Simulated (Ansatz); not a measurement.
CsI:
```cif
data_CsI
_chemical_formula_sum 'Cs1 I1'
_space_group_name_H-M_alt 'Pm-3m'
_space_group_IT_number 221
_space_group_name_Hall '-P 4 2 3'
_cell_length_a 4.61080
_cell_length_b 4.61080
_cell_length_c 4.61080
_cell_angle_alpha 90.000
_cell_angle_beta 90.000
_cell_angle_gamma 90.000
loop_
_atom_site_label
_atom_site_type_symbol
_atom_site_symmetry_multiplicity
_atom_site_Wyckoff_symbol
_atom_site_fract_x
_atom_site_fract_y
_atom_site_fract_z
_atom_site_occupancy
Cs1 Cs 1 a 0.00000 0.00000 0.00000 1
I1 I 1 b 0.50000 0.50000 0.50000 1
```

Relaxed with r²SCAN. Plane-wave PAW r²SCAN (Ansatz code) gives a gap of 4.51 eV.

Problem. What gap does HSE06 give on the same cell (Ansatz, PAW)?

Solution. 4.79 eV, 0.28 eV more. The hybrid was solved on a coarser mesh and at special points; its gap is the smallest among all of these.

```csv
k,v1 r²SCAN,c1 r²SCAN,v1 HSE06,c1 HSE06
Γ,-0.09,4.51,-0.10,4.79
R,-1.24,7.66,[?],[?]
M,0.00,4.77,[?],[?]
X,-0.22,5.68,[?],[?]
```

Problem. Top valence (v1) and lowest conduction level (c1) in eV from each method's valence maximum (which need not be a listed point): supply the withheld HSE06 values.

Solution. 
- R, v1 HSE06: -1.31
- R, c1 HSE06: 8.11
- X, v1 HSE06: -0.23
- X, c1 HSE06: 6.26
- M, v1 HSE06: 0.00
- M, c1 HSE06: 5.22

Cost on shared cores: the r²SCAN run (SCF on a 6×6×6 mesh, then bands and DOS) roughly 30 core-seconds, the HSE06 run (SCF on 5×5×5, then a few points) around 2.3 core-minutes (rough); the tasks are unlike.

The r²SCAN relaxation kept the symmetry of its start. Scalar-relativistic: spin–orbit coupling is off unless named, which matters more the heavier the elements.

Potentials: the later of the program's two PAW sets.
